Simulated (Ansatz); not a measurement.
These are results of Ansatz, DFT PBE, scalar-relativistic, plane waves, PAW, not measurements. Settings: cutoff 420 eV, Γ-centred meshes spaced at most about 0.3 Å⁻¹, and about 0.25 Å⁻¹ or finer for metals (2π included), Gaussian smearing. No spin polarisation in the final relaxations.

Temperature and zero-point effects are left out.

Two relaxed structures of Be₄Pd:

A. Space group P6/mmm (No. 191), hexagonal, a = 4.516 Å, c = 4.310 Å. Be on a site of symmetry mmm has 2 Pd at 2.26 Å and 4 Be at 2.26 Å; around Be on a site of symmetry 6/mmm lie 2 Pd at 2.15 Å; Pd is surrounded by 8 Be at 2.15–2.26 Å.

B. Space group Pm-3m (No. 221), cubic, a = 3.740 Å. Around Be on a site of symmetry 4/mmm lie 2 Be at 1.87 Å, 4 Pd at 2.64 Å and 8 Be at 2.64 Å; Be on a site of symmetry m-3m is surrounded by 6 Be at 1.87 Å; Pd is surrounded by 12 Be at 2.64 Å.

Question: Which would you expect to be lower, and how large is the difference?

Answer: A is lower, by 50 meV/atom. A has space group P6/mmm (No. 191), 15.2 Å³/atom and no gap on its mesh; B has space group Pm-3m (No. 221), 10.5 Å³/atom and no gap. Counting all near atoms (those within 1.25 times the shortest distance at each site; a plus sign parts nearer from farther groups; a slash parts the counts of unlike sites), A has Be 2/6, Pd 8 and B has Be 2/6, Pd 12+8. The lower one is the more open, so pressure narrows the difference. Even the lower one lies +0.34 eV/atom against the reference forms of the elements (uncorrected), so neither is stable at this level. Both come from invented guesses.

Cells relaxed within their symmetry can be saddle points.
